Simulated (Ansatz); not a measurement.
**Notes on K2CdSe2F6**

```xyz
11
Lattice="5.8074 0.0000 0.0000 -2.9037 5.0293 0.0000 0.0000 -3.3529 6.4380" Properties=species:S:1:pos:R:3 pbc="T T T"
K     2.9040    1.6763    2.6510
K    -0.0003    0.0002    3.7870
Cd    0.0000    0.0000    0.0000
Se    2.9040   -1.6766    5.6133
Se   -0.0003    3.3531    0.8247
F     4.2559   -2.4572    4.8940
F     2.9037   -0.1150    4.8940
F     1.5514   -2.4572    4.8940
F    -1.3522    4.1336    1.5440
F     1.3522    4.1336    1.5440
F     0.0000    1.7915    1.5440
```

Level: LDA, no spin polarisation; 420 eV; 7×7×7 Γ-centred mesh; fermi-dirac occupations (width 0.1 eV); Ansatz 0.2.0, fixed geometry.

**Question.** Which atom feels the largest force, and which way?

**Answer.** The largest is on Se4 (and as large on other atoms): 9.60 eV/Å, components (0.00, 0.00, 9.60). It makes 115° with the line to a nearest neighbour, F6 at 1.72 Å.

**Question.** What happens at the Fermi level?

**Answer.** It is a metal, with about 7.4 states/eV a cell as the mean within 0.25 eV of the Fermi level, mostly Se p (56 %) and F p (24 %).

**Question.** What does the stress say?

**Answer.** The pressure is 21.0 GPa (compression positive), so with the atoms held at these fractions the cell would first expand; the forces are large, so a full relaxation may end otherwise. The principal stresses 12.7, 25.2, 25.2 GPa differ, so its shape would change too.

**Question.** What do density and ELF say about some of the short contacts?

**Answer.** Se–F at 1.72 Å: least valence density 1.21 e/Å³ and ELF 0.47 there. Cd–F at 2.37 Å: least valence density 0.30 e/Å³ and ELF 0.09 there. K–F at 2.87 Å: least valence density 0.08 e/Å³ and ELF 0.03 there. Both are smooth PAW fields, read partly inside the augmentation spheres.

**Question.** What is the formation energy?

**Answer.** -0.78 eV an atom against the elements' usual phases (free molecules for gases, crystals otherwise, with no correction for O₂ or N₂), so it is bound against them; other compounds may still compete. Relaxing would lower it.

**Question.** How is the charge shared?

**Answer.** Bader charges in e: K +0.81, Cd +0.75, Se +1.12, F -0.77. In the mean Se gives up most and F takes most.

Origin: a known structure type with other elements, at an estimated volume, so it need not be a known compound. Caveats: many states at the Fermi level without spin polarisation, so a magnetic state may lie lower; atoms or cell far from equilibrium.
